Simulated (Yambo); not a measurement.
**How GW settings move the gap: CdO$_{2}$H$_{2}$ monolayer**

G0W0@PBEsol for a free-standing CdO$_{2}$H$_{2}$ monolayer (symmetry P-3m1, slab cell 17.3 Å high) in Yambo. Reference settings: 6×6×1 Γ-centred k mesh, bands 5 to 172 and a 8 Ry block in the screening, 172 bands in G with the Bruneval-Gonze terminator, plasmon pole fitted at 27.2 eV, slab-truncated Coulomb interaction, stochastic integration of W near q = 0. The PBEsol gap Γ → Γ on this mesh is 2.26 eV; G0W0 gaps are taken between the same points.

```tsv
change from the reference	G0W0 gap Γ → Γ (eV)	shift of the valence edge (eV)
reference settings	5.00	-1.62
62 bands in W, 62 bands in G	5.27	-1.56
62 bands in G	5.02	-1.61
110 bands in G	5.00	-1.61
79 bands in W	5.17	-1.58
7 Ry block	4.99	-1.61
pole fitted at 55 eV	5.03	-1.68
110 bands in G, no terminator	4.71	-1.18
```

The reference isn't shown to be the converged limit.

Spin-orbit splittings are left out.

Geometry relaxed with PBEsol; primitive cell a = b = 3.5093 Å, c = 17.3000 Å, α = β = 90.00°, γ = 120.00°.

This is a model layer cut from the bulk structure; whether it is stable on its own was not checked.

A shift is the quasiparticle energy of the state minus its PBEsol energy.
